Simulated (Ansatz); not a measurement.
GaSiGeN:
```
GaSiGeN
1.0
    1.79343     1.03544     6.01759
   -1.79343     1.03544     6.01759
    0.00000    -2.07088     6.01759
Ga N Ge Si
1 1 1 1
Direct
  0.01479   0.01479   0.01479
  0.12411   0.12411   0.12411
  0.48917   0.48917   0.48917
  0.62196   0.62196   0.62196
```

Relaxed with r²SCAN.

Question: Tabulate the valence density and the electron localisation function along the shortest N–Ge contact (2.15 Å), r²SCAN (plane waves, PAW; program Ansatz).

Answer: 

```
distance from N (Å)  density (e/Å³)   ELF
-------------------  --------------  ----
0.21                           3.35  0.24
0.32                           3.19  0.50
0.43                           2.70  0.70
0.54                           2.01  0.80
0.64                           1.41  0.84
0.75                           1.01  0.82
0.86                           0.76  0.76
0.97                           0.62  0.66
1.07                           0.55  0.55
1.18                           0.55  0.46
1.29                           0.61  0.40
1.40                           0.83  0.36
1.50                           1.54  0.30
1.61                           3.60  0.22
1.72                           8.61  0.17
1.83                          18.12  0.16
1.93                          31.38  0.27
```

The density is the valence pseudo-density with augmentation charge, so density and ELF within about 1 Å of a nucleus are not all-electron values.

Space group R3m. The start of the workflow was typed in or built on a structure type; neither database checked (COD, Materials Project) lists it. Its standing as an ambient phase is unchecked. The cell was relaxed with r²SCAN under the symmetry of its start; its stability against distortions is not shown here. Its formation energy is positive at this level, so the cell may be metastable or incomplete.

Potentials: the earlier of the program's two PAW sets. The files were generated under PBE; for other functionals the program regenerates the frozen cores, and for LDA and PBEsol the local potential too.
